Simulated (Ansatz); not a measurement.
PtS2 (CdI2 type)

```xyz
3
Lattice="3.5523 0.0000 0.0000 -1.7761 3.0764 0.0000 0.0000 0.0000 5.1280" Properties=species:S:1:pos:R:3 pbc="T T T"
Pt     0.0000     0.0000     0.0000
S      0.0000     2.0509     1.2259
S      1.7761     1.0255     3.9021
```

The slice is a (-1 1 0 2) plane (indices of the conventional cell) through the point (0.000, 0.000, 0.000) (fractional), spanned by u = [110] and v = [1 -1 1] in vectors of this cell: u (3.55 Å) and v (8.01 Å, at 90° to u). It covers one period; positions are fractions (u, v).

Level of theory: r2SCAN+rVV10 (plane waves to 500 eV, PAW, scalar-relativistic; Ansatz, a program for electronic structure). k mesh 11×11×7. These are valence fields of a PAW run, semicore shells included where kept as valence: close to a nucleus they are smooth pseudo fields. PtS2 is run without spin polarisation. PtS2 was relaxed with its symmetry unable to fall. Spin-orbit coupling is left out, though Pt is heavy.

**Question.** Sketch the density of the lowest conduction band (whole band as if filled, smooth part) on this plane as a map.

**Answer.** 
```
|31000000001|
|94000000004|
|21000000001|
|00000000000|
|11100000011|
|23310000133|
|23310000133|
|12210000122|
|11100000011|
|00000000000|
|00000000000|
|00000000000|
|00000000000|
|00000000000|
|11100000011|
|12210000122|
|23310000133|
|23310000133|
|11100000011|
|00000000000|
|21000000001|
|94000000004|
|31000000001|
|01310000131|
```
Scale: ten equal steps from 0.002 (start of '0') to 0.337 (end of '9'), in the order '0123456789'. Values: density of the lowest conduction band (whole band as if filled, smooth part) in e/Å³. The map has 11 points along u (one character each, u = 0 at the left) and 24 along v (v = 0 in the bottom row).
